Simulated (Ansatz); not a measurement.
Relaxed-ion elastic tensor of SiO2 in space group I4_132 (No. 214; O on 24h, Si on 12c) in GPa (Voigt order), PBEsol in the plane-wave PAW code Ansatz; density 1.26 g/cm³, 26.43 Å³ per atom.

|  | 1 | 2 | 3 | 4 | 5 | 6 |
|---|---|---|---|---|---|---|
| 1 | 85.3 | 42.6 | 42.6 | 0.0 | 0.0 | 0.0 |
| 2 | 42.6 | 85.3 | 42.6 | 0.0 | 0.0 | 0.0 |
| 3 | 42.6 | 42.6 | 85.3 | 0.0 | 0.0 | 0.0 |
| 4 | 0.0 | 0.0 | 0.0 | 22.0 | 0.0 | 0.0 |
| 5 | 0.0 | 0.0 | 0.0 | 0.0 | 22.0 | 0.0 |
| 6 | 0.0 | 0.0 | 0.0 | 0.0 | 0.0 | 22.0 |

**Question.** Is the crystal mechanically stable?

**Answer.** Yes: the smallest eigenvalue of C is 22.0 GPa.

**Question.** Work out the Voigt, Reuss and Hill averages.

**Answer.** K_V = 56.9, K_R = 56.9, K_H = 56.9; G_V = 21.7, G_R = 21.7, G_H = 21.7 GPa.

**Question.** Give Young's modulus, Poisson's ratio, Pugh's ratio and the universal anisotropy index.

**Answer.** E = 9KG/(3K + G) = 57.8 GPa; ν = 0.33; K/G = 2.62 (ductile by the Pugh limit of 1.75); A_U = 5G_V/G_R + K_V/K_R − 6 = 0.00.

**Question.** Estimate the sound speeds and the Debye temperature.

**Answer.** v_l = √((K + 4G/3)/ρ) = 8260 m/s, v_t = √(G/ρ) = 4160 m/s, mean 4660 m/s; Θ = (h/k)(3n/4πV)^(1/3) v_m = 466 K.

The workflow started from an entry of the Crystallography Open Database (COD); the relaxed space group is not among those it files for this formula. It is not the phase usual at ambient conditions (space group No. 92, 152, 154). The PBEsol relaxation kept the symmetry of its start; whether a distortion lowers the energy is not shown. The volume moved by 98 % from the start of the relaxation.

Potentials: the later of the program's two PAW sets.
